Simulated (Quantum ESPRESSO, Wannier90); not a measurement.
# Wannier functions of LiNbO$_{3}$ (R-3c)

```xyz
10
Lattice="-2.6347 4.5635 0.0000 -5.2694 0.0000 0.0000 -2.6347 1.5212 4.6344" Properties=species:S:1:pos:R:3 pbc="T T T"
Li    -2.6347     1.5212     1.1586
Li     2.6347    -1.5212    -1.1586
Nb     0.0000     0.0000     0.0000
Nb    -5.2694     3.0423     2.3172
O     -0.6343    -1.5212    -1.1586
O      0.6343     1.5212     1.1586
O      1.6345     0.2113    -1.1586
O     -1.6345    -0.2113     1.1586
O     -1.0002     1.3099    -1.1586
O      1.0002    -1.3099     1.1586
```

Structure: Materials Project mp-552588, symmetrised, not relaxed again. COD (Crystallography Open Database) has the formula in 3 space groups, this one among them (matched by group alone). Method: PBEsol plane waves in Quantum ESPRESSO 7.5 (PseudoDojo norm-conserving files, 68 Ry, no spin polarisation, no spin-orbit coupling), Bloch states on a 6×6×6 mesh through Γ, Wannier90 4.0.1. Density: 8×8×8 mesh, cold smearing 0.01 Ry.

The plane-wave run has 66 bands and 68 electrons a cell. On the energy scale of pw.x, whose zero is arbitrary, the valence-band maximum lies at 6.76 eV.

Isolated groups of bands, relative to the valence-band maximum (bands from 41 on overlap up to the last one computed):

```tsv
bands	from (eV)	to (eV)	filling	weight on atomic waves
1–2	-54.49	-54.48	filled	Nb 4s 95 %
3–4	-42.22	-42.21	filled	Li 1s 99 %
5–10	-30.72	-30.53	filled	Nb 4p 96 %
11–16	-16.82	-15.17	filled	O 2s 83 %, Nb 4d 9 %, Nb 5s 4 %
17–34	-4.78	0.00	filled	O 2p 82 %, Nb 4d 14 %
35–40	2.38	5.36	empty	Nb 4d 70 %, O 2p 25 %
```

Input w.win, without the blocks of cell, atoms and k-points (216 lines):

```
num_bands = 50
num_wann = 28
exclude_bands = 1-16
num_iter = 1000
conv_tol = 1.0e-6
conv_window = 4
dis_num_iter = 1000
dis_conv_tol = 1.0e-6
dis_froz_max = 10.64
dis_win_max = 16.17
write_hr = true
write_u_matrices = true
begin projections
f=-0.00474,0.00183,0.00954: d
f=0.51150,0.49511,0.49680: d
f=-0.25020,0.38071,-0.25186: p
f=0.25214,-0.36136,0.24840: p
f=0.12805,-0.24541,-0.25963: p
f=-0.13017,0.24751,0.26009: p
f=0.37433,0.11886,-0.24372: p
f=-0.37522,-0.12227,0.24219: p
end projections
mp_grid = 6 6 6
```

wannier90.x stops with:
```
dis_windows: Energy window contains fewer states than number of target WFs
```
At some k-point the outer window holds fewer bands than num_wann, so no subspace of that size can be extracted. Mended as below, all else unchanged, the run goes through (Ω_I = 23.9 Å²) and follows the plane-wave bands to 0.3 meV rms (states up to 3.4 eV relative to the valence-band maximum).
Remove the line dis_win_max = 16.17.
